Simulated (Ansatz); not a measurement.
Zr (hcp (Mg type)), relaxed and computed with several functionals in Ansatz (plane waves, PAW). Much of their spread follows the volume that each gives.

| functional | V (Å³/atom) | B₀ by P(V) fit (GPa) |
|---|---|---|
| LDA | 21.79 | 101 |
| r²SCAN | 23.51 | 95.2 |
| PBEsol | 22.47 | ? |
| PBE | 23.39 | 93.1 |

Problem. Fit a straight line to ln B₀ against ln V and predict the withheld value.

Solution. Least squares on the 3 shown rows: ln B₀ = -0.94 × ln V + (7.511), with a scatter of 1.1 %. For PBEsol this gives 98.1. The run itself gave 97.6, a miss of 0.5 % of that.

All cells were relaxed under the symmetry of their starts (and spin orders); stability against distortions was not tested throughout. Named crystals with no word on spin ran without spin polarisation. Scalar-relativistic: spin–orbit coupling is off unless named, which matters more the heavier the elements.

Potentials: the earlier of the program's two PAW sets. The files were generated under PBE; for other functionals the program regenerates the frozen cores, and for LDA and PBEsol the local potential too.

Ansatz (a quantum-chemistry and plane-wave program) is a plane-wave DFT program.
